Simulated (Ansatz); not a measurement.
BeS:
```yaml
crystal:
  lattice:
    - [0.00000, 2.41900, 2.41900]
    - [2.41900, 0.00000, 2.41900]
    - [2.41900, 2.41900, 0.00000]
  atoms:
    - { symbol: Be, position: [0.50000, 0.50000, 0.50000] }
    - { symbol: S, position: [0.25000, 0.25000, 0.25000] }
```

Tensor components refer to the Cartesian frame of this cell.

Task: Give the proper piezoelectric stress tensor with relaxed ions from PBEsol (plane waves, PAW; program Ansatz).

Result: In C/m², rows x, y, z, Voigt columns; mesh uncertainty up to 0.00.
```
0.00  0.00  0.00  0.16  0.00  0.00
0.00  0.00  0.00  0.00  0.16  0.00
0.00  0.00  0.00  0.00  0.00  0.16
```

The elastic tensor of the same run (GPa):

```csv
,1,2,3,4,5,6
1,161,65.5,65.5,0.0,0.0,0.0
2,65.5,161,65.5,0.0,0.0,0.0
3,65.5,65.5,161,0.0,0.0,0.0
4,0.0,0.0,0.0,83.0,0.0,0.0
5,0.0,0.0,0.0,0.0,83.0,0.0
6,0.0,0.0,0.0,0.0,0.0,83.0
```

Task: Convert to strain constants d = e·S.

Result: In pC/N:
```
0.0  0.0  0.0  2.0  0.0  0.0
0.0  0.0  0.0  0.0  2.0  0.0
0.0  0.0  0.0  0.0  0.0  2.0
```

Space group F-43m (zinc blende). Symmetry was held in the PBEsol relaxation. The volume moved by 26 % from the start of the relaxation.

Potentials: the later of the program's two PAW sets.
